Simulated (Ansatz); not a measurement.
A geometry of Mg away from equilibrium: the start of the relaxation of a relaxed Mg cell deformed by the Cartesian strain tensor (xx, yy, zz, yz, xz, xy) = (-0.051, -0.038, -0.004, -0.009, 0.062, -0.029). Method: PBEsol (plane waves to 420 eV, PAW, scalar-relativistic; Ansatz, a program for electronic structure). Γ-centred k-mesh 13×12×7 on the run's cell (coarser than for final values), Fermi–Dirac smearing 0.05 eV.

```xyz
2
Lattice="3.0047 -0.0934 0.1979 -1.5832 2.6845 -0.1223 0.3244 -0.0441 5.1688" Properties=species:S:1:pos:R:3 pbc="T T T"
Mg     0.1893     1.7254     3.8611
Mg     1.5565     0.8215     1.3834
```

Question: What forces act on the atoms (eV/Å)?

Answer: 
```
atom     Fx     Fy     Fz
----  -----  -----  -----
Mg1    0.05   0.10  -0.05
Mg2   -0.05  -0.10   0.05
```

Question: What is the pressure?

Answer: +5.1 GPa, compression positive.

Question: How much energy per atom can still be gained by relaxing?

Answer: 0.07 eV/atom; the path ends in P6₃/mmc (No. 194) (hcp (Mg type)).

No spin polarisation in the result.

The run could not lose the symmetry of its start.
